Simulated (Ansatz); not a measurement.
SrO (rock salt, Fm-3m), the program Ansatz at the r²SCAN level (PAW). The conduction-band minimum lies at X, with 3 equivalent valleys. Second derivatives d²E/dk² of the lowest band at one valley (eV·Å²), along Cartesian directions:

```
direction  d²E/dk²
---------  -------
[100]        6.402
[010]        18.99
[001]        18.99
[110]        12.70
[101]        12.70
[011]        18.99
```

### Question
Find the principal effective masses, the density-of-states mass and the conductivity mass.

### Answer
Off-diagonal terms follow from H_xy = H[110] − (H_xx + H_yy)/2, and m*/mₑ = 7.620 eV·Å² over each eigenvalue: 0.40, 0.40, 1.2. One valley's DOS mass (m₁m₂m₃)^(1/3) = 0.58, conductivity mass 3/(Σ 1/mᵢ) = 0.52 mₑ.

### Question
What effective density of states Nc follows at 300 K for parabolic valleys?

### Answer
Nc = 2.509e19 × 3 × (0.58)^(3/2) ≈ 3.3e19 cm⁻³.

### Question
With the computed static dielectric constant 17.0 (mean of the diagonal), estimate a hydrogenic donor's binding energy and radius.

### Answer
E = 13.606 eV × 0.52/17.0² ≈ 24 meV; a = 0.529 Å × ε/m* ≈ 17 Å. Semilocal masses tend to be too small where the gap is.

### Question
With ε∞ = 3.52 and ω_LO = 470 cm⁻¹, what Fröhlich coupling constant follows?

### Answer
α = (1/ε∞ − 1/ε0) √(m* × 13.606 eV/ħω_LO) = 2.5.

The r²SCAN relaxation kept the symmetry of its start; phonons on a q-mesh show no instability. Spin–orbit coupling is left out wherever it is not named.

Potentials: the earlier of the program's two PAW sets.
